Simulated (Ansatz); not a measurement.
# Structure optimisation: osmium, diamond

Theory: Ansatz, DFT, PBEsol, plane waves (420 eV) with PAW, scalar-relativistic. The PAW files were generated under PBE, with cores re-solved for the functional.

k-point mesh 10×10×10, Fermi-Dirac smearing 0.1 eV, no spin polarisation. Cell and atoms relax.

Starting structure:

```yaml
crystal:
  lattice:
    - [0.0, 2.6631674351, 2.6631674351]
    - [2.6631674351, 0.0, 2.6631674351]
    - [2.6631674351, 2.6631674351, 0.0]
  atoms:
    - { symbol: Os, position: [0.125, 0.125, 0.125] }
    - { symbol: Os, position: [0.875, 0.875, 0.875] }
hamiltonian:
  xc: pbesol
  pseudopotentials:
    kind: paw
    azcp:
      Os: "pseudopotentials/Os.paw.azcp"
basis:
  ecutwfc: 420
  fft_grid_basis: typed
kpoints:
  mp_grid: { grid: [10, 10, 10], shift: [0, 0, 0] }
magnetization:
  spin_polarized: false
scf:
  occupations: { method: fermi_dirac, width: 0.1 }
relax:
  max_steps: 60
  f_tol: 0.01
  cell: {}
```

**Question.** What cell does the relaxation end in?

**Answer.** Fd-3m with a = 5.502 Å; 20.82 Å³ per atom against 18.89 at the start (10.2 %).

**Question.** How much energy does the relaxation gain?

**Answer.** 149.2 meV per atom.
